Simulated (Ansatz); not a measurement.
# Notes on SrTiO3

```
Sr Ti O
1.0
     3.89617    3.89617    0.00000
     3.89617   -3.89617    0.00000
     0.00000    0.00000    3.89617
Sr Ti O
2 2 6
Direct
  0.00000 0.50000 0.50000
  0.50000 0.00000 0.50000
  0.00000 0.00000 0.00000
  0.50000 0.50000 0.00000
  0.25000 0.25000 0.00000
  0.75000 0.75000 0.00000
  0.25000 0.75000 0.00000
  0.75000 0.25000 0.00000
  0.00000 0.00000 0.50000
  0.50000 0.50000 0.50000
```

Level: PBE, with U_eff = 1.8 eV on Ti d, U_eff = 1.34 eV on O p (all-electron-ortho-atomic projectors), no spin polarisation; 420 eV; 5×5×7 Γ-centred mesh; tetrahedron occupations; Ansatz 0.2.0, fixed geometry.

**Question.** What does the stress say?

**Answer.** The pressure is 6.0 GPa (compression positive), so with the atoms held at these fractions the cell would first expand.

**Question.** What do density and ELF say about some of the short contacts?

**Answer.** Ti–O at 1.95 Å: least valence density 0.72 e/Å³ and ELF 0.21 there. Sr–O at 2.75 Å: least valence density 0.15 e/Å³ and ELF 0.07 there, a closed-shell (ionic or weak) contact. Both are smooth PAW fields, read partly inside the augmentation spheres.

**Question.** Is there a gap, and of what kind?

**Answer.** The gap is 2.27 eV, indirect (the least direct gap found is 2.36 eV).

**Question.** Which orbitals make up the band edges?

**Answer.** Within 0.7 eV of the edges, the states project mainly on O p (97 %) below the gap and on Ti d (92 %) above it.

**Question.** Which element gives electrons and which takes them?

**Answer.** Bader charges in e: Sr +1.60, Ti +2.35, O -1.32. In the mean Ti gives up most and O takes most.

Origin: a database entry at a rescaled volume. Caveats: empty levels are not fully converged; forces and stress under tetrahedra may miss the slope of the energy.
